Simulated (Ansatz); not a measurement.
The elements of this relaxed trial crystal are hidden behind letters.

```
lattice vectors (Å)
   4.3817    2.5298    3.5890
  -4.3817    2.5298    3.5890
   0.0000   -5.0595    3.5890
fractional positions
X 0.9852 0.9852 0.9852
Z 0.9970 0.4970 0.4970
Z 0.4970 0.4970 0.9970
Z 0.4970 0.9970 0.4970
Q 0.5025 0.5025 0.5025
Q 0.5210 0.0018 0.0018
Q 0.0018 0.0018 0.5210
Q 0.0018 0.5210 0.0018
```

All numbers below come from DFT PBE, scalar-relativistic, plane waves, PAW in Ansatz 0.2.0. Cutoff 420 eV, Γ-centred 6×6×6 mesh (8-atom cell), Gaussian smearing of 0.01 eV, no spin polarisation.

- Space group: R3m (No. 160)
- Conventional cell: a = 8.763 Å, c = 10.767 Å
- Volume per atom: 29.84 Å³
- Density: 7.35 g/cm³
- Energy over the elements: −0.531 eV/atom
- Gap on the 6×6×6 mesh of the 8-atom cell: 0.13 eV

Energies are uncorrected and count from the elements' standard states at the same level.

Problem. X is a p-block element of period 5, Z is a p-block element of period 6 and Q is a p-block element of period 4. Which elements are they?

Solution. X = Sn, Z = Pb, Q = Se, so the formula is SnPb3Se4. Density times volume gives a mean mass of 7.35 × 29.84/1.6605 = 132.1 u per atom, and this set has 132.0 u. Sn has 3 Se at 2.88 Å and 3 Se at 3.33 Å; Pb is surrounded by 6 Se at 3.07–3.14 Å; Se on a site of symmetry 3m is surrounded by 6 Pb at 3.07–3.14 Å; 1 more site not described. Other sets within the hints have nearly the same mass, so mass alone doesn't settle it; this one was computed.

These runs have no spin–orbit coupling, which can matter for Pb. Kohn–Sham gaps at this level usually fall short of measured ones. The missing spin–orbit coupling can work the other way here. This cell was reached by moving the atoms of another relaxed cell at random and relaxing again, last within the group found; it had no such test of its own.
